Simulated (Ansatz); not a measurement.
Ca:
```
CELL_PARAMETERS angstrom
     -2.20409     2.20409     2.20409
      2.20409    -2.20409     2.20409
      2.20409     2.20409    -2.20409
ATOMIC_POSITIONS crystal
  Ca 0.00000 0.00000 0.00000
```

Relaxed with r²SCAN+D4. Special points in fractions of this cell's reciprocal vectors: Γ (0.000, 0.000, 0.000); H (0.500, -0.500, 0.500); N (0.000, 0.000, 0.500); P (0.250, 0.250, 0.250).

**Question.** List the band energies nearest the Fermi level at these points for plane-wave PAW r²SCAN+D4 (Ansatz code).

**Answer.** In eV from the Fermi level; about four levels below and three above (degenerate sets whole), none deeper than 8.9 eV; points with the same levels are listed once.

```json
[
 {"k": "Γ", "below": "-4.31", "above": "2.62 2.62 2.62"},
 {"k": "H", "below": "–", "above": "0.14 0.14 4.10 4.10 4.10"},
 {"k": "N", "below": "-0.87 -0.16", "above": "1.59 3.62 3.99"},
 {"k": "P", "below": "–", "above": "0.38 0.38 0.38"}
]
```

Space group Im-3m (bcc (W type)). This is a known high-temperature phase of the composition, computed here at zero pressure and temperature. The cell was relaxed with r²SCAN+D4 under the symmetry of its start; whether a distortion lowers the energy is not shown. The pairwise dispersion correction was not fitted to metals.

Potentials: the later of the program's two PAW sets.
